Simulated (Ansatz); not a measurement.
**TiCd: frozen-core PAW against all-electron methods**

```
Ti Cd
1.0
     2.84472    0.00000    0.00000
     0.00000    2.84472    0.00000
     0.00000    0.00000    8.77121
Ti Cd
2 2
Direct
  0.00000 0.50000 0.60800
  0.50000 0.00000 0.39200
  0.00000 0.50000 0.13000
  0.50000 0.00000 0.87000
```

Atoms are numbered in the order listed.

The cell comes from COD entry 1525204, which wasn't checked; take it as a given geometry. The listed cell was then made from it by scaling, straining or moving an atom.

All numbers are computed: DFT, PBEsol, PAW with Ansatz's default frozen-core files, scalar-relativistic (Ansatz 0.2.0); DFT, PBEsol, all-electron PAW with datasets made for the crystal, scalar-relativistic (Ansatz 0.2.0); DFT, PBEsol, all-electron LAPW, scalar-relativistic (Ansatz 0.2.0).

For PAW: a Γ-centred 11×11×4 k mesh, Fermi–Dirac smearing of 0.08 eV, cutoff 420 eV, no spin polarisation; the PAW files were made with PBE, and the program remakes their frozen cores for this functional. The crystal-made all-electron datasets (AE datasets) take a cutoff of 260 eV at this cell. LAPW targets a basis error of 1 meV/atom. The Ansatz runs share mesh, smearing and spin set-up. Plane-wave (PAW) pressures include the program's estimate of the Pulay term.

Stress and pressure are positive in compression.

The change that made this cell: volume scaled by 0.94.

```json
{"quantity": "pressure (GPa)", "PAW": "2.88", "AE datasets": "2.87", "LAPW": "2.87"}
{"quantity": "stress xx (GPa)", "PAW": "2.72", "AE datasets": "2.71", "LAPW": "2.70"}
{"quantity": "stress zz (GPa)", "PAW": "3.22", "AE datasets": "3.20", "LAPW": "3.20"}
{"quantity": "force on Ti1, z (eV/Å)", "PAW": "0.400", "AE datasets": "0.401", "LAPW": "0.401"}
{"quantity": "force on Cd3, z (eV/Å)", "PAW": "0.235", "AE datasets": "0.235", "LAPW": "0.235"}
```

PAW's pressure differs from the LAPW value by about 0.01 GPa or less.
